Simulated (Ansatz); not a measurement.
ReS2 (rutile), relaxed with PBE (Ansatz, a program for electronic structure, plane waves, PAW): a = 5.493 Å, b = 5.493 Å, c = 3.615 Å, α = 90.00°, β = 90.00°, γ = 90.00°.

| Quantity | Value |
|---|---|
| ΔH_f (eV/atom) | -0.18 |
| B₀ by P(V) fit (GPa) | 149 |

Task: The same phase is relaxed and computed with r²SCAN in the same code. What are the cell and these values now?

Result: a = b = 5.462 Å, c = 3.605 Å, α = β = γ = 90.00°.

ΔH_f (eV/atom): -0.27
B₀ by P(V) fit (GPa): 160

Constructed cells (a structure type filled with these elements, in neither database checked): ReS2, rutile. All cells were relaxed under the symmetry of their starts (and spin orders); stability against distortions was not tested throughout. Rows with no word on spin ran without spin polarisation. Scalar-relativistic: spin–orbit coupling is off unless named, which matters more the heavier the elements.

Potentials: the later of the program's two PAW sets.

Ansatz is a plane-wave DFT program.

Formation energies count from the lowest solids of the elements computed at the same level, not from gases.
